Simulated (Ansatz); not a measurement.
InAs (zinc blende)

```xyz
2
Lattice="0.0000 3.0546 3.0546 3.0546 0.0000 3.0546 3.0546 3.0546 0.0000" Properties=species:S:1:pos:R:3 pbc="T T T"
As     4.5818     4.5818     4.5818
In     0.0000     0.0000     0.0000
```

The slice is a {100} plane (indices of the conventional cell) through the point (0.000, 0.000, 0.000) (fractional), spanned by u = [100] and v = [0 1 -1] in vectors of this cell: u (4.32 Å) and v (4.32 Å, at 90° to u). It covers one period; positions are fractions (u, v).

Level of theory: r2SCAN (plane waves to 500 eV, PAW, scalar-relativistic; Ansatz, an electronic-structure program). k mesh 9×9×9. Inside the PAW spheres the values are not all-electron values, and peaks at nuclei hang on which shells count as valence. InAs was relaxed with its symmetry unable to fall.

Question: Sketch the electrostatic potential energy of an electron, from the cell's mean on this plane as a map.

Answer: 
```
|xxxxxxx .=*#######*=. xxxxxx|
|xxxxxxx :=*###%###*=: xxxxxx|
|xxxxxx  -+*#%%%%%#*+-  xxxxx|
|xxxxxx .=*##%%%%%##*=. xxxxx|
|xxxxx  -+*#%%%%%%%#*+-  xxxx|
|xxx   -+*#%%%@@@%%%#*+-   xx|
|    .-+*#%%@@@@@@@%%#*+-.   |
|..:-=+*#%%@@@@@@@@@%%#*+=-:.|
|===+**#%%@@@@@@@@@@@%%#**+==|
|****##%%@@@@@@@@@@@@@%%##***|
|#####%%@@@@@@@@@@@@@@@%%####|
|###%%%%@@@@@@@@@@@@@@@%%%%##|
|###%%%@@@@@@@@@@@@@@@@@%%%##|
|##%%%%@@@@@@@@@@@@@@@@@%%%%#|
|###%%%@@@@@@@@@@@@@@@@@%%%##|
|###%%%%@@@@@@@@@@@@@@@%%%%##|
|#####%%@@@@@@@@@@@@@@@%%####|
|****##%%@@@@@@@@@@@@@%%##***|
|===+**#%%@@@@@@@@@@@%%#**+==|
|..:-=+*#%%@@@@@@@@@%%#*+=-:.|
|    .-+*#%%@@@@@@@%%#*+-.   |
|xxx   -+*#%%%@@@%%%#*+-   xx|
|xxxxx  -+*#%%%%%%%#*+-  xxxx|
|xxxxxx .=*##%%%%%##*=. xxxxx|
|xxxxxx  -+*#%%%%%#*+-  xxxxx|
|xxxxxxx :=*###%###*=: xxxxxx|
|xxxxxxx .=*#######*=. xxxxxx|
|xxxxxxx .=*#######*=. xxxxxx|
```
Scale: ten equal steps from -2.00 (start of ' ') to 6.30 (end of '@'), in the order ' .:-=+*#%@'. Values: electrostatic potential energy of an electron, from the cell's mean, in eV. The map has 28 points along u (one character each, u = 0 at the left) and 28 along v (v = 0 in the bottom row). Points within 1 Å of a nucleus are blanked (x), as the pseudised field means little there. Values under -2 eV are set to -2. The zero, the cell's mean, hangs on the PAW cores.
